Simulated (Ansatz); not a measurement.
The slice is one period of a {100} plane through atoms; its size isn't given.

Level of theory: r2SCAN (plane waves to 500 eV, PAW, scalar-relativistic; Ansatz, a first-principles code). Inside the PAW spheres the values are not all-electron values, and peaks at nuclei hang on which shells count as valence.

```
|@@%*=============*%@|
|%%#+====+++++====+#%|
|#*+===+++++++++===+*|
|====+++*******+++===|
|====++**#####**++===|
|===++**#######**++==|
|===+**##%%%%%##**+==|
|==++*##%%%#%%%##*++=|
|==++*##%%#*#%%##*++=|
|==++*##%#* *#%##*++=|
|==++*##%%#*#%%##*++=|
|==++*##%%%#%%%##*++=|
|===+**##%%%%%##**+==|
|===++**#######**++==|
|====++**#####**++===|
|====+++*******+++===|
|#*+===+++++++++===+*|
|%%#+====+++++====+#%|
|@@%*=============*%@|
|@@%#=============#%@|
```
Scale: ten equal steps from -3.00 (start of ' ') to 0.98 (end of '@'), in the order ' .:-=+*#%@'. Values: log₁₀ of the valence density in e/Å³. The map has 20 points along u (one character each, u = 0 at the left) and 20 along v (v = 0 in the bottom row). The scale is logarithmic, as a density can span decades between atoms and voids; values under 0.001 e/Å³ are set to 0.001.

```
|xxxxxx==                          ==xxxx|
|xxxx##      ..------==------..      ##xx|
|++--      ::++**##########**++::      --|
|        ::**%%%%@@@@@@@@@@%%%%**::      |
|      ::**%%@@@@@@@@@@@@@@@@@@%%**::    |
|    ..++%%@@@@@@@@@@@@@@@@@@@@@@%%++..  |
|    --**%%@@@@@@@@@@@@@@@@@@@@@@%%**--  |
|    --##@@@@@@@@@@xxxxxx@@@@@@@@@@##--  |
|    --##@@@@@@@@xxxxxxxxxx@@@@@@@@##--  |
|    ==##@@@@@@@@xxxxxxxxxx@@@@@@@@##==  |
|    --##@@@@@@@@xxxxxxxxxx@@@@@@@@##--  |
|    --##@@@@@@@@@@xxxxxx@@@@@@@@@@##--  |
|    --**%%@@@@@@@@@@@@@@@@@@@@@@%%**--  |
|    ..++%%@@@@@@@@@@@@@@@@@@@@@@%%++..  |
|      ::**%%@@@@@@@@@@@@@@@@@@%%**::    |
|        ::**%%%%@@@@@@@@@@%%%%**::      |
|++--      ::++**##########**++::      --|
|xxxx##      ..------==------..      ##xx|
|xxxxxx==                          ==xxxx|
|xxxxxx++                          ++xxxx|
```
Scale: ten equal steps from 0.01 (start of ' ') to 0.88 (end of '@'), in the order ' .:-=+*#%@'. Values: electron localisation function (ELF). The map has 20 points along u (two characters each, u = 0 at the left) and 20 along v (v = 0 in the bottom row). Points within 0.5 Å of a nucleus are blanked (x), as the pseudised field means little there.

Q: Which relaxed crystal do these maps come from?
A. HfC (rock salt)
B. PbS (rock salt)
C. LiCl (rock salt)

A: C, LiCl (rock salt). Atoms on the slice: Cl at (0.50, 0.50); Li at (0.00, 0.00)

All were relaxed with their symmetry unable to fall. HfC is run without spin polarisation. Spin-orbit coupling is left out.
